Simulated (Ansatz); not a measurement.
ZrTa:
Space group Pm-3m (No. 221); a = b = c = 3.441 Å, α = β = γ = 90.00°

| atom | site | symmetry | x | y | z |
|---|---|---|---|---|---|
| Ta | 1a | m-3m | 0.0000 | 0.0000 | 0.0000 |
| Zr | 1b | m-3m | 0.5000 | 0.5000 | 0.5000 |

Relaxed with PBE.

Question: Which orbitals make up the states near the Fermi level in PBE (plane waves, PAW; program Ansatz)?

Answer: Within 0.5 eV of the Fermi level: Ta 5d 49 %, Zr 4d 37 %. Projections are on Löwdin-orthogonalised atomic valence shells; empty p or d shells of many metals are not among them.

Question: Tabulate the density of states.

Answer: States/eV per cell of 2 atoms, in 0.25 eV bins, energy from the Fermi level.

```csv
E (eV),total,Ta 5d,Zr 4d,Ta 6s
-6.70,0.00,0.00,0.00,0.00
-6.45,0.03,0.00,0.00,0.01
-6.20,0.09,0.00,0.00,0.04
-5.95,0.12,0.00,0.00,0.05
-5.70,0.15,0.00,0.00,0.07
-5.45,0.19,0.00,0.00,0.08
-5.20,0.22,0.00,0.00,0.10
-4.95,0.26,0.01,0.01,0.11
-4.70,0.30,0.01,0.01,0.13
-4.45,0.36,0.02,0.02,0.16
-4.20,0.44,0.04,0.04,0.19
-3.95,0.59,0.07,0.09,0.24
-3.70,1.31,0.27,0.40,0.42
-3.45,1.34,0.29,0.39,0.47
-3.20,0.96,0.22,0.32,0.31
-2.95,1.17,0.45,0.46,0.15
-2.70,1.51,0.65,0.59,0.09
-2.45,2.34,0.98,0.90,0.08
-2.20,2.94,1.35,1.11,0.08
-1.95,1.76,0.92,0.63,0.04
-1.70,1.24,0.70,0.42,0.02
-1.45,0.92,0.52,0.33,0.01
-1.20,2.38,1.24,1.04,0.02
-0.95,4.60,2.45,1.98,0.03
-0.70,2.88,1.61,1.13,0.04
-0.45,2.99,1.59,1.16,0.06
-0.20,3.51,1.73,1.36,0.10
0.05,4.20,2.02,1.53,0.17
0.30,3.01,1.45,1.09,0.10
0.55,2.19,1.10,0.77,0.06
0.80,1.55,0.78,0.51,0.04
1.05,0.78,0.35,0.22,0.02
1.30,0.72,0.37,0.20,0.01
1.55,0.73,0.45,0.21,0.01
1.80,0.80,0.54,0.23,0.01
2.05,0.86,0.35,0.46,0.01
2.30,1.26,0.48,0.70,0.01
2.55,1.77,0.64,1.01,0.01
2.80,1.99,0.76,1.12,0.01
3.05,2.30,0.96,1.23,0.01
3.30,2.68,1.22,1.34,0.02
3.55,2.50,1.16,1.23,0.02
3.80,2.51,1.18,1.24,0.02
4.05,3.96,2.32,1.44,0.10
4.30,5.22,2.96,1.76,0.28
4.55,1.79,0.69,0.84,0.16
4.80,1.51,0.41,0.96,0.04
```

The start of the workflow was typed in or built on a structure type; neither database checked (COD, Materials Project) lists it. Whether it is the stable phase at ambient conditions was not checked. The PBE relaxation kept the symmetry of its start; whether a distortion lowers the energy is not shown. No spin polarisation was allowed. Its formation energy is positive at this level, so the cell may be metastable or incomplete. Spin–orbit coupling is left out wherever it is not named.

Potentials: the later of the program's two PAW sets.
